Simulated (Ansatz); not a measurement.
Free-standing chains of the atoms of Cu, named by their start (strip: triangular double chain, ladder: square double chain); atoms and period are relaxed, and energies count from relaxed bulk Cu (Fm-3m, 11.31 Å³/atom, gap on the mesh 0.00 eV).

All numbers below come from DFT PBEsol, scalar-relativistic, plane waves, PAW in Ansatz 0.2.0.

Cutoff 420 eV, Gaussian smearing of 0.05 eV, energies at zero smearing, symmetry of each start kept, collinear spin where a moment is listed.

```json
{"start": "linear chain", "atoms": "1", "k mesh": "1×1×28", "excess energy (eV per host atom)": "2.402", "period (Å)": "2.254", "gap on the mesh (eV)": "0", "highest filled level or Fermi level under vacuum (eV)": "5.33", "size of the moment (μB per cell)": "0.07"}
{"start": "dimerised chain", "atoms": "2", "k mesh": "1×1×14", "excess energy (eV per host atom)": "2.402", "period (Å)": "4.507", "gap on the mesh (eV)": "0", "highest filled level or Fermi level under vacuum (eV)": "5.33", "size of the moment (μB per cell)": "0.14"}
{"start": "zigzag chain*", "atoms": "2", "k mesh": "1×1×16", "excess energy (eV per host atom)": "1.686", "period (Å)": "2.352", "gap on the mesh (eV)": "0", "highest filled level or Fermi level under vacuum (eV)": "-", "size of the moment (μB per cell)": "0.00"}
{"start": "ladder chain", "atoms": "4", "k mesh": "1×1×14", "excess energy (eV per host atom)": "1.830", "period (Å)": "4.596", "gap on the mesh (eV)": "0.20", "highest filled level or Fermi level under vacuum (eV)": "-", "size of the moment (μB per cell)": "0.00"}
{"start": "strip chain", "atoms": "2", "k mesh": "1×1×27", "excess energy (eV per host atom)": "1.674", "period (Å)": "2.340", "gap on the mesh (eV)": "0", "highest filled level or Fermi level under vacuum (eV)": "-", "size of the moment (μB per cell)": "0.00"}
```

* ends far from its start.

Each run keeps its start's symmetry and one magnetic start, so lower states can exist. Rows stand on unlike meshes and boxes, so starts that end alike can differ by a few hundredths of an eV per atom.